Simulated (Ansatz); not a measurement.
Mg, DFT, LDA, all-electron LAPW, scalar-relativistic (Ansatz 0.2.0), run on 1 thread of Arm Neoverse V1 on a shared host.

Structure from Materials Project entry mp-1056702 (possibly hypothetical), not relaxed further. The listed cell was then made from it by scaling, straining or moving an atom.

Command: `ansatz run input.yaml --threads 1 --pin off --max-ram 3072MiB --backend cpu --events-out ev --progress --plain --runs-dir out`

```yaml
crystal:
  lattice:
    - [-0.06732768, 2.21059216, 2.21059216]
    - [2.21059216, -0.06732768, 2.21059216]
    - [2.21059216, 2.21059216, -0.06732768]
  atoms:
    - { symbol: Mg, position: [0.0, 0.0, 0.0] }
kpoints:
  mp_grid: { grid: [16, 16, 16] }
  band_path:
    path:
      - [0.0, 0.0, 0.0]
      - [0.5, 0.5, 0.5]
      - [0.2579113083, 0.5, 0.7420886917]
      - [-0.2579113083, 0.2579113083, 0.5]
      - [0.0, 0.0, 0.5]
      - [0.0, 0.0, 0.0]
      - [-0.3789556542, 0.0, 0.3789556542]
      - [0.0, 0.3789556542, 0.6210443458]
      - [0.0, 0.5, 0.5]
    npoints: 5
scf:
  occupations: { method: fermi_dirac, width: 0.03 }
hamiltonian:
  xc: lda
  pseudopotentials: { kind: all_electron, lapw: { basis_error: 0.001 } }
output:
  forces: true
  stress: true
  eigenvalues: true
```

(1) How large is the problem that the program sets up?

(2) About how long does it take, and how much memory does it use?

Results:

(1) 417 irreducible k-points, 59 plane waves at Γ, 9 bands.

(2) 11 s of wall time for 5 SCF iterations, with a peak of 0.28 GiB. Times on shared machines scatter by tens of per cent.
